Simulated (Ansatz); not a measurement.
The relaxed structure here is a generated cell of SiS2: the first start was made by placing the elements on the sites of a structure type, and the end was not matched to a known phase here, so it may be hypothetical.

A relaxed cell of SiS$_{2}$ (I4₁/amd (No. 141)), relaxed on a k-mesh at least as fine as the one used below. Method: r2SCAN (plane waves to 500 eV, PAW, scalar-relativistic; Ansatz, a quantum-chemistry and plane-wave program). Γ-centred k-mesh 6×6×4 on the run's cell (coarser than for final values), Fermi–Dirac smearing 0.05 eV.

```xyz
12
Lattice="-2.3632 2.3632 5.0691 2.3632 -2.3632 5.0691 4.7265 4.7265 -10.1381" Properties=species:S:1:pos:R:3 pbc="T T T"
Si     0.0000     0.0000     5.0691
Si     2.3632     2.3632     0.0000
Si     2.3632     0.0000     2.5345
Si     4.7265     2.3632    -2.5345
S      0.0000     0.0000     2.9118
S      2.3632     2.3632    -2.1573
S      2.3632     0.0000     0.3773
S      4.7265     2.3632    -4.6918
S      2.3632     0.0000     4.6918
S      4.7265     2.3632    -0.3773
S      0.0000     0.0000     7.2263
S      2.3632     2.3632     2.1573
```

The atoms are displaced by (Å):

```tsv
atom	ux	uy	uz
Si1	0.141	0.010	0.018
Si2	-0.065	0.049	-0.009
Si3	0.057	0.023	0.037
Si4	-0.082	-0.026	-0.144
S5	-0.002	0.075	0.032
S6	-0.001	-0.056	0.014
S7	0.013	-0.125	0.041
S8	0.098	-0.065	-0.071
S9	-0.115	0.009	-0.028
S10	-0.113	0.024	0.067
S11	0.056	0.027	0.051
S12	0.016	0.074	0.015
```

Question: What forces (eV/Å) and pressure result?

Answer: 
```tsv
atom	Fx	Fy	Fz
Si1	-1.64	0.35	0.37
Si2	1.29	-0.48	0.49
Si3	-0.47	-0.13	-1.16
Si4	0.66	0.51	2.84
S5	-0.35	-0.12	-0.32
S6	-1.26	0.18	-0.42
S7	-0.29	1.61	-0.10
S8	-0.47	1.06	-0.40
S9	2.43	-0.11	0.86
S10	0.37	-0.38	-1.35
S11	-0.14	-1.47	-0.58
S12	-0.12	-1.03	-0.23
```

Pressure +1.3 GPa.

Question: Estimate the energy cost of the displacement in the harmonic approximation and compare with the calculation.

Answer: For a harmonic well ΔE = −½ Σ F·u = 0.906 eV a cell, or 76 meV/atom. The calculated energy relative to the undisplaced cell is +0.077 eV/atom, so the harmonic estimate holds well.

The undisplaced cell is probably no minimum: from this displacement the run went on to Ibam (No. 72), 0.419 eV/atom below it.

No spin polarisation in the result.
